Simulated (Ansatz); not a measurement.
With DFT-LDA in the program Ansatz with PAW potentials, BAs in the orthorhombic phase (Pnma; B on 4c, As on 4c) relaxes to a = 6.533 Å, b = 3.379 Å, c = 5.621 Å. Against the elements it lies at 0.24 eV/atom, with no fitted shifts.

It is gapped at this level: 0.38 eV (indirect). The hole mass is 0.16, 0.47, 0.87 mₑ (principal values).

An equation-of-state fit gives a bulk modulus of 111 GPa. The elastic constants imply a Debye temperature near 515 K. Born charges are B -0.31, As +0.31 e. Without the LO–TO term the highest mode at Γ lies at 803 cm⁻¹.

The start of the workflow was typed in or built on a structure type; neither database checked (COD, Materials Project) lists it. It is not the phase usual at ambient conditions (space group No. 216). Symmetry was held in the LDA relaxation; whether a distortion lowers the energy is not shown. The volume moved by 23 % from the start of the relaxation. Its formation energy is positive at this level, so the cell may be metastable or incomplete. The references are the lowest solids computed at this level, not always the standard phases. Spin–orbit coupling is left out wherever it is not named.

Potentials: the earlier of the program's two PAW sets. The files were generated under PBE; for other functionals the program regenerates the frozen cores, and for LDA and PBEsol the local potential too.
